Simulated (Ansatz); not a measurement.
# MgO: computed property card

MgO:
```cif
data_Mg2O2
_chemical_formula_sum 'Mg2 O2'
_space_group_name_H-M_alt 'P 1'
_space_group_IT_number 1
_cell_length_a 3.28881
_cell_length_b 3.28881
_cell_length_c 5.03231
_cell_angle_alpha 90.000
_cell_angle_beta 90.000
_cell_angle_gamma 120.000
loop_
_space_group_symop_operation_xyz
  'x, y, z'
loop_
_atom_site_label
_atom_site_type_symbol
_atom_site_fract_x
_atom_site_fract_y
_atom_site_fract_z
_atom_site_occupancy
Mg1 Mg 0.33333 0.66667 0.00485 1
Mg2 Mg 0.66667 0.33333 0.50485 1
O1 O 0.33333 0.66667 0.39975 1
O2 O 0.66667 0.33333 0.89975 1
```

Space group P6_3mc (No. 186), wurtzite; conventional cell a = b = 3.289 Å, c = 5.032 Å, α = β = 90.00°, γ = 120.00°.

Method: r²SCAN (plane waves, PAW; program Ansatz). Geometry: relaxed at this level of theory. Other levels are named where they apply.

### Cell and energy

```json
{
  "volume_per_atom": "11.78 Å³",
  "density": "2.84 g/cm³",
  "Formation energy from the elements (no fitted shifts)": "-2.84 eV/atom"
}
```

### Electronic structure

```json
{
 "band_gap": "4.22 eV (direct)",
 "valence_band_maximum": "at Γ",
 "conduction_band_minimum": "at Γ",
 "electron_effective_mass": "0.36 mₑ (isotropic)",
 "hole_effective_mass": "0.41, 6.1, 6.1 mₑ (principal values)",
 "HSE06 gap on the r²SCAN cell": "5.16 eV"
}
```

### Charges

```json
{
  "bader_charges": "Mg +1.73, O -1.73 e"
}
```

The workflow started from a Materials Project entry (that database holds measured and hypothetical structures alike); the Crystallography Open Database copy checked does not list it. It is not the phase usual at ambient conditions (space group No. 225). The cell was relaxed with r²SCAN under the symmetry of its start; its stability against distortions is not shown here. The references are the lowest solids computed at this level, not always the standard phases (solids in place of the gases).

Potentials: the later of the program's two PAW sets.
